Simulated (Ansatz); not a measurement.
The calculation used DFT, BLYP, plane waves (420 eV) with PAW, scalar-relativistic in Ansatz 0.2.0. The PAW files were generated under PBE, with cores re-solved for the functional.

An element in the bcc structure gives this curve. The cell is scaled uniformly from the relaxed one, with fractional coordinates and shape fixed. Energies are extrapolated to zero smearing, pressures are those at the given smearing. Magnetic state: spin not included.

```csv
V (Å³/atom),E − E₀ (meV/atom),P (GPa)
26.601,66.0,6.64
27.810,27.0,4.04
29.019,6.0,1.86
30.228,0.0,0.03
31.437,6.7,-1.50
32.646,24.0,-2.79
33.855,50.1,-3.87
```

**Question.** Which element is it?
A. tellurium
B. lutetium
C. bismuth
D. cadmium

**Answer.** B. Its fit is V₀ = 30.16 Å³/atom, B₀ = 42 GPa, B₀′ = 3.4.
